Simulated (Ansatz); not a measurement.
A geometry of YN away from equilibrium: the start of the relaxation of a generated cell, YN built in the MnP structure type. These are r2SCAN (plane waves to 500 eV, PAW, scalar-relativistic; Ansatz, an electronic-structure program) values and carry that method's errors. Γ-centred k-mesh 4×7×4 on the run's cell (coarser than for final values), Fermi–Dirac smearing 0.05 eV.

```xyz
8
Lattice="5.5339 0.0000 0.0000 0.0000 3.3575 0.0000 0.0000 0.0000 6.2324" Properties=species:S:1:pos:R:3:forces:R:3 pbc="T T T" free_energy=-16984.786 pressure_GPa=4.6
Y      2.7979     0.8394     4.3327    0.0534    0.0000    3.6833
Y      0.0310     0.8394     5.0158    0.0534    0.0000   -3.6833
Y      2.7359     2.5181     1.8996   -0.0534    0.0000   -3.6833
Y      5.5029     2.5181     1.2166   -0.0534    0.0000    3.6833
N      3.8067     0.8394     0.4338    3.2660    0.0000    0.9368
N      1.0398     0.8394     2.6824    3.2660    0.0000   -0.9368
N      1.7271     2.5181     5.7986   -3.2660    0.0000   -0.9368
N      4.4941     2.5181     3.5500   -3.2660    0.0000    0.9368
```

Positions in Å, forces in eV/Å, free energy of the cell in eV (comparable only within this code, potentials and settings). Largest force: 3.68 eV/Å, on Y1, Y2, Y3, Y4 (atoms numbered as listed); the geometry lies 1.14 eV/atom above the end of its relaxation.

No spin polarisation in the result.

The run could not lose the symmetry of its start; a randomly shaken copy of 4 atoms returns to this structure.
